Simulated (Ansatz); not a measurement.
## Ta: random displacements

Theory: DFT r2SCAN, scalar-relativistic, plane waves, PAW (Ansatz). Settings: plane waves to 500 eV, k-mesh 10×10×10 (Γ-centred), Gaussian smearing 0.15 eV. Spin–orbit coupling is left out, which can shift energies with elements as heavy as these. No spin polarisation. Energies are free energies at this smearing, counted from the undisturbed cell; pressure is positive in compression.

The starting cell (as given, not relaxed at this level; this fcc form isn't the usual structure):

```yaml
crystal:
  lattice:
    - [0.00000, 4.22000, 4.22000]
    - [4.22000, 0.00000, 4.22000]
    - [4.22000, 4.22000, 0.00000]
  atoms:
    - { symbol: Ta, position: [0.00000, 0.00000, 0.00000] }
    - { symbol: Ta, position: [0.00000, 0.00000, 0.50000] }
    - { symbol: Ta, position: [0.00000, 0.50000, 0.00000] }
    - { symbol: Ta, position: [0.00000, 0.50000, 0.50000] }
    - { symbol: Ta, position: [0.50000, 0.00000, 0.00000] }
    - { symbol: Ta, position: [0.50000, 0.00000, 0.50000] }
    - { symbol: Ta, position: [0.50000, 0.50000, 0.00000] }
    - { symbol: Ta, position: [0.50000, 0.50000, 0.50000] }
```

After a displacement of all atoms with no net shift and a strain of the cell, the run gives ΔE = 18.2 meV/atom; stress (xx, yy, zz, yz, xz, xy; compression positive) (0.43, 1.77, -6.48, 0.20, 2.53, 1.81) GPa.

```
atom Fx (eV/Å) Fy Fz
 Ta1     -0.060   0.614  -0.803
 Ta2     -0.618  -0.427  -0.864
 Ta3      0.487  -0.525   0.274
 Ta4      0.776  -0.275   0.888
 Ta5     -0.206   0.243   0.083
 Ta6     -0.270   0.575   0.456
 Ta7      0.243  -0.084   0.139
 Ta8     -0.353  -0.123  -0.172
```

**Question.** Which displacements (Å, in the unstrained cell) and strain were applied?

**Answer.**
```
atom ux uy uz
 Ta1   0.02  -0.03   0.03
 Ta2   0.06   0.03   0.02
 Ta3  -0.05   0.04   0.01
 Ta4  -0.05  -0.01  -0.03
 Ta5  -0.01   0.00  -0.03
 Ta6   0.03  -0.03  -0.04
 Ta7  -0.03   0.02   0.00
 Ta8   0.02  -0.01   0.03
```
Strain (Voigt, engineering shear): (0.0061, 0.0240, -0.0296, 0.0034, -0.0367, -0.0559).

Cost: 1 run of about 4.6 core-minutes, on Oxide Virtual Turin-like Processor (Zen 5) (shared hosts).